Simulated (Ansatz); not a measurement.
A plane-wave DFT run in Ansatz 0.2.0 (scalar-relativistic PAW potentials unless the input names others): input and command.

```yaml
crystal:
  lattice:
    - [3.169831, 3.253237, 6.343976]
    - [-3.223635, -3.228571, 6.358545]
    - [9.552677, -6.451571, 3.122944]
  atoms:
    - { symbol: Mg, position: [0.2010023731, 0.0009281423, 0.5995575431] }
    - { symbol: Mg, position: [0.9996995283, 0.0008224765, 0.0023042788] }
    - { symbol: Mg, position: [0.4000226063, 0.001410255, 0.1990618156] }
    - { symbol: Mg, position: [0.3001713118, 0.501287456, 0.3990665727] }
    - { symbol: Mg, position: [0.797735571, 0.0024309851, 0.4032291829] }
    - { symbol: Mg, position: [0.8987086919, 0.5011900885, 0.2030988258] }
    - { symbol: Mn, position: [0.7002397934, 0.4982353298, 0.603100336], spin: -4.6 }
    - { symbol: Mn, position: [0.5025793383, 0.4974261423, 0.999536208], spin: -4.61 }
    - { symbol: Cd, position: [0.1002643261, 0.49913765, 0.8011588854] }
    - { symbol: Te, position: [0.5785526697, 0.8612570914, 0.598914663] }
    - { symbol: Te, position: [0.4827616392, 0.3825625407, 0.8006185959] }
    - { symbol: Te, position: [0.979263153, 0.8771199775, 0.8004297344] }
    - { symbol: Te, position: [0.3772571903, 0.860323871, 0.0019207884] }
    - { symbol: Te, position: [0.7738370859, 0.8764379638, 0.2018846071] }
    - { symbol: Te, position: [0.6738742785, 0.3789912027, 0.4080411981] }
    - { symbol: Te, position: [0.174616771, 0.8762609055, 0.3991369257] }
    - { symbol: Te, position: [0.0672378921, 0.3772044587, 0.59770754] }
    - { symbol: Te, position: [0.8654082607, 0.3768022231, 0.0028749314] }
    - { symbol: Te, position: [0.2816552925, 0.3781542285, 0.1929026128] }
    - { symbol: Hg, position: [0.5970603445, 0.0015653274, 0.8014304331] }
basis:
  ecutwfc: 420
kpoints:
  mp_grid: { grid: [3, 3, 2] }
hamiltonian:
  xc: pbesol
  hubbard: { sites: [{ species: Mn, l: d, u_eff: 2.0 }], double_counting: fll }
scf:
  occupations: { method: gaussian, width: 0.15 }
  lower_state_search: "off"
output:
  forces: true
  eigenvalues: true
  stress: true
magnetization:
  spin_polarized: true
```

```bash
ansatz run input.yaml --threads 4 --pin off --max-ram 9216MiB --backend cpu --events-out ev --progress --plain --runs-dir out
```

Abridged log:
```
Basis set: ecut = 420 eV, 12767 PW (Γ), exchange–correlation on 108×108×160 points (8 copies of the dense FFT grid, shifted against one another)
Bands: 180, of which v1, the nominal top of the filled ones, is band 145 counted from 1 (144 counted from 0)
Symmetry: 1 space group operations
k-points: 10 of 18 (time reversal used)
SCF iter   1: F=—  HF=-110089.633143 eV  |F-HF|=—  |Δ(HF+E_count)|=         —  Δρ=1.49e-2 (↑1.49e-2 ↓1.42e-2) dr2=1.39e1  dr2_m=6.53e-2  M=-10.000 μB ∫|m|=10.059 μB  β_m=0.30  ethr=3.10e-3  ⟨swp⟩=8.3  Hψ=14743  notcnv=0
spin=Collinear: Resta preconditioning applied to the charge; magnetization (m = ρ↑ − ρ↓) channel mixes plain (no charge-response kernel on spin).
SCF iter   2: F=—  HF=-110087.621593 eV  |F-HF|=—  |Δ(HF+E_count)|=    2.01e0  Δρ=9.53e-3 (↑9.53e-3 ↓9.22e-3) dr2=5.25e0  dr2_m=3.52e-2  M=-10.000 μB ∫|m|=10.060 μB  β_m=0.30  ethr=3.10e-3  ⟨swp⟩=2.5  Hψ=5244  notcnv=0  defer=500
Mixer restart at iter 2: flushing history
spin-set hold released at iteration 2 (the charge has settled, or the pull on large starting moments outlasts its swing): the magnetisation degrees of freedom join the quasi-Newton model from the next iteration; the mixer history was flushed
SCF iter   3: F=—  HF=-110086.948426 eV  |F-HF|=—  |Δ(HF+E_count)|=   6.73e-1  Δρ=6.78e-3 (↑6.78e-3 ↓6.61e-3) dr2=2.31e0  dr2_m=1.73e-2  M=-10.000 μB ∫|m|=10.066 μB  β_m=0.61  ethr=1.81e-3  ⟨swp⟩=2.2  Hψ=4309  notcnv=0  defer=507
SCF iter   4: F=—  HF=-110086.517842 eV  |F-HF|=—  |Δ(HF+E_count)|=   4.31e-1  Δρ=1.53e-3 (↑1.53e-3 ↓1.45e-3) dr2=7.97e-2  dr2_m=5.70e-4  M=-10.000 μB ∫|m|=10.093 μB  β_m=0.73  ethr=7.98e-4  ⟨swp⟩=3.0  Hψ=5308  notcnv=0  defer=508
SCF iter   5: F=—  HF=-110086.527369 eV  |F-HF|=—  |Δ(HF+E_count)|=   9.53e-3  Δρ=6.18e-4 (↑6.18e-4 ↓6.10e-4) dr2=1.23e-2  dr2_m=3.17e-5  M=-10.000 μB ∫|m|=10.099 μB  β_m=0.75  ethr=2.75e-5  ⟨swp⟩=2.0  Hψ=5149  notcnv=0  defer=508
SCF iter   6: F=—  HF=-110086.530143 eV  |F-HF|=—  |Δ(HF+E_count)|=   2.77e-3  Δρ=6.49e-4 (↑4.00e-4 ↓6.49e-4) dr2=6.76e-3  dr2_m=1.44e-4  M=-10.000 μB ∫|m|=10.106 μB  β_m=0.65  ethr=4.25e-6  ⟨swp⟩=2.0  Hψ=6066  notcnv=0  defer=508
SCF iter   7: F=—  HF=-110086.529774 eV  |F-HF|=—  |Δ(HF+E_count)|=   3.69e-4  Δρ=1.16e-4 (↑1.16e-4 ↓1.14e-4) dr2=4.68e-4  dr2_m=5.29e-7  M=-10.000 μB ∫|m|=10.104 μB  β_m=0.74  ethr=2.33e-6  ⟨swp⟩=2.0  Hψ=6059  notcnv=0  defer=508
SCF iter   8: F=—  HF=-110086.530273 eV  |F-HF|=—  |Δ(HF+E_count)|=   4.98e-4  Δρ=4.92e-5 (↑4.92e-5 ↓4.75e-5) dr2=8.21e-5  dr2_m=1.38e-7  M=-10.000 μB ∫|m|=10.104 μB  β_m=0.79  ethr=1.61e-7  ⟨swp⟩=2.0  Hψ=5972  notcnv=0  defer=508
SCF iter   9: F=—  HF=-110086.530321 eV  |F-HF|=—  |Δ(HF+E_count)|=   4.80e-5  Δρ=2.04e-5 (↑1.40e-5 ↓2.04e-5) dr2=8.59e-6  dr2_m=2.08e-7  M=-10.000 μB ∫|m|=10.104 μB  β_m=0.88  ethr=2.83e-8  ⟨swp⟩=2.0  Hψ=6076  notcnv=0  defer=508
SCF iter  10: F=—  HF=-110086.530330 eV  |F-HF|=—  |Δ(HF+E_count)|=   9.53e-6  Δρ=4.47e-6 (↑4.04e-6 ↓4.47e-6) dr2=5.60e-7  dr2_m=3.02e-9  M=-10.000 μB ∫|m|=10.104 μB  β_m=0.92  ethr=2.96e-9  ⟨swp⟩=2.0  Hψ=4932  notcnv=0  defer=508
SCF iter  11: F=-110086.530331 eV  HF=-110086.530331 eV  |F-HF|=2.23e-8  |Δ(HF+E_count)|=   6.74e-7  Δρ=1.45e-6 (↑1.22e-6 ↓1.45e-6) dr2=6.13e-8  dr2_m=3.20e-10  M=-10.000 μB ∫|m|=10.104 μB  ethr=3.45e-11  ⟨swp⟩=13.2  Hψ=20550  notcnv=0
SCF 1 converged in 11 iterations: F = -110086.530331 eV  dr2 = 6.13e-8
SCF converged after 11 iterations
Magnetization: -10.0000 μB (140.0000 up, 150.0000 down)
Absolute magnetization: 10.1127 μB (∫|ρ↑−ρ↓|, with the PAW one-centre terms)
Spin contamination: 0.0439 ħ² per cell (⟨S²⟩ above its minimum at these occupations)
Per-site moments (μB) at R_I (Å): [(-0.00847002, 1.14126696), (-0.00834398, 1.13783103), (-0.00859876, 1.14360908), (-0.01279063, 1.14643524), (-0.00846841, 1.14309415), (-0.01276870, 1.14724483), (-4.33562470, 1.10860822), (-4.33668552, 1.10978627), (-0.01688393, 1.15551726), (-0.01198946, 1.11005934), (-0.01765367, 1.11041259), (-0.00637960, 1.13783103), (-0.01228317, 1.10978627), (-0.00280094, 1.14360908), (-0.01263692, 1.10860822), (-0.00286704, 1.14126696), (-0.01213468, 1.11113307), (-0.01173272, 1.11087303), (-0.01218805, 1.11195022), (-0.01937525, 1.16348983)]
Free energy (F): -110086.530331 eV
Harris-Foulkes:  -110086.530331 eV  (|F-HF|=2.23e-8)
Internal energy: -110086.530331 eV  (E = F + TS)
E sigma→0 (E₀):  -110086.530331 eV
Fermi energy:    6.616834 eV
--- Forces (eV/Å), atoms counted from 1 ---
  atom   1  Mg     0.02090170    -0.00761708     0.02921369
  atom   2  Mg     0.02867427    -0.00820087     0.02454316
  atom   3  Mg    -0.00648591    -0.00554421     0.00493898
  atom   4  Mg     0.01016923     0.00285002    -0.00564438
  atom   5  Mg     0.01086652    -0.02540917     0.00011370
  atom   6  Mg     0.01447611    -0.00913803    -0.00162047
  atom   7  Mn     0.01925118    -0.01304038     0.01477881
  atom   8  Mn     0.01513296    -0.00928928     0.01335712
  atom   9  Cd     0.01248955     0.00165660     0.00122743
  atom  10  Te    -0.13874185    -0.13226539     0.09979544
  atom  11  Te    -0.01883087     0.00756842    -0.25990586
  atom  12  Te    -0.01695051     0.00793777    -0.02476201
  atom  13  Te    -0.14679404    -0.12431766     0.11400507
  atom  14  Te     0.00313809     0.01323006    -0.00158755
  atom  15  Te    -0.13268460     0.14525219    -0.12066267
  atom  16  Te    -0.01775280     0.03260865     0.00951392
  atom  17  Te     0.10980123     0.11887434     0.10343944
  atom  18  Te     0.10208750     0.12050653     0.10884110
  atom  19  Te     0.12014908    -0.11469400    -0.11662750
  atom  20  Hg     0.01111185    -0.00097463     0.00702725
--- Stress (GPa, compression-positive) ---
        0.399546      -0.057870       0.174208
       -0.057870       0.194004      -0.096130
        0.174208      -0.096130       0.407999
  P = ⅓ Tr σ = 0.3338 GPa (3.338 kbar)
Occupation matrices written to <dir>
```

Apart from outputs and empty bands, the input differs from a reference run on usual settings in scf.occupations.width: 0.02 → 0.15; hamiltonian.hubbard: not typed → {"sites": [{"species": "Mn", "l": "d", "u_eff": 2.0}], "double_counting": "fll"}. The reference, at the same geometry (not necessarily relaxed), gave pressure 0.00 GPa, largest force 0.043 eV/Å, gap on the mesh 0.96 eV. This run converged in 11 SCF iterations (reference: 13) with an energy at zero smearing 45.04 meV/atom above the reference's (the Hamiltonian itself differs), pressure 0.33 GPa, largest force 0.261 eV/Å, gap on the mesh 1.30 eV.

Moments start parallel, and another magnetic order may lie lower.

It took 2 min on 4 threads of Arm Neoverse V1, on a shared host, peak memory 3.7 GiB.